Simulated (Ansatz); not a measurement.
SnO (litharge type, space group P4/nmm)

```yaml
crystal:
  lattice:
    - [3.83710, 0.00000, 0.00000]
    - [0.00000, 3.83710, 0.00000]
    - [0.00000, 0.00000, 4.75861]
  atoms:
    - { symbol: Sn, position: [0.50000, 0.00000, 0.24344] }
    - { symbol: Sn, position: [0.00000, 0.50000, 0.75656] }
    - { symbol: O, position: [0.00000, 0.00000, 0.00000] }
    - { symbol: O, position: [0.50000, 0.50000, 0.00000] }
```

The slice is a (010) plane (indices of the conventional cell) through the point (0.500, 0.500, 0.000) (fractional), spanned by u = [100] and v = [001] in vectors of this cell: u (3.84 Å) and v (4.76 Å, at 90° to u). It covers one period; positions are fractions (u, v).

The numbers are results of PBE-D3(BJ) (plane waves to 420 eV, PAW, scalar-relativistic; Ansatz, a quantum-chemistry and plane-wave program), not measurements. k mesh 12×12×10. Near the nuclei the fields are pseudised (PAW); where an atom keeps semicore shells as valence, they peak there. At this level the bands of SnO touch or barely overlap; measurements give the solid a gap. SnO was relaxed with its symmetry unable to fall.

Three fields on this plane, each scaled to ten steps between its own extremes (0 low, 9 high; the total valence density on a logarithmic scale, the potential cut 8 eV below its top; x marks points blanked near nuclei; v = 0 in the bottom row):

Map A
```
|xxxxx4212332124xxxx|
|xxxxx322xxxx223xxxx|
|xxxx422xxxxxx224xxx|
|xxx522xxxxxxxx225xx|
|664323xxxxxxxx32346|
|322223xxxxxxxx32222|
|111234xxxxxxxx43211|
|001345xxxxxxxx54310|
|0014555xxxxxx555410|
|00146665xxxx5666410|
|0013677666666776310|
|0012478888888874210|
|0001257999999752100|
|0000124789987421000|
|0000012356653210000|
|0000000112211000000|
|1100000000000000001|
|3321000000000000123|
|6653210000000012356|
|xxx74200000000247xx|
|xxxx741000000147xxx|
|xxxxx5200000025xxxx|
|xxxxx6211111126xxxx|
|xxxxx6211111126xxxx|
```

Map B
```
|xxxxx3000000003xxxx|
|xxxxx000xxxx000xxxx|
|xxxx100xxxxxx001xxx|
|xxx400xxxxxxxx004xx|
|886400xxxxxxxx00468|
|987300xxxxxxxx00378|
|987400xxxxxxxx00478|
|987400xxxxxxxx00478|
|9876300xxxxxx003678|
|99875200xxxx0025789|
|9988752000000257889|
|9998876432234678899|
|9999888776677888999|
|9999999988889999999|
|9999999999999999999|
|9999999999999999999|
|9999999999999999999|
|9999999999999999999|
|8889999999999999988|
|xxx89999999999998xx|
|xxxx899888888998xxx|
|xxxxx8876666788xxxx|
|xxxxx7654334567xxxx|
|xxxxx5410000145xxxx|
```

Map C
```
|xxxxx8778888778xxxx|
|xxxxx889xxxx988xxxx|
|xxxx889xxxxxx988xxx|
|xxx889xxxxxxxx988xx|
|777779xxxxxxxx97777|
|555679xxxxxxxx97655|
|444579xxxxxxxx97544|
|234568xxxxxxxx86543|
|2234679xxxxxx976432|
|12345689xxxx9865432|
|1123456788887654321|
|1123345667766543321|
|1122334555555433221|
|1122223344443322221|
|2222222222222222222|
|2222111111111111222|
|4332211000000112233|
|5544321000000123445|
|7765431000000134567|
|xxx75421000012457xx|
|xxxx753211112357xxx|
|xxxxx6432222346xxxx|
|xxxxx7544444457xxxx|
|xxxxx7666666667xxxx|
```

Problem. Assign the maps to these fields: electron localisation function (ELF); valence electron density; electrostatic potential energy of an electron, from the cell's mean.

Solution. A is the electron localisation function (ELF); B is the electrostatic potential energy of an electron, from the cell's mean; C is the valence electron density.
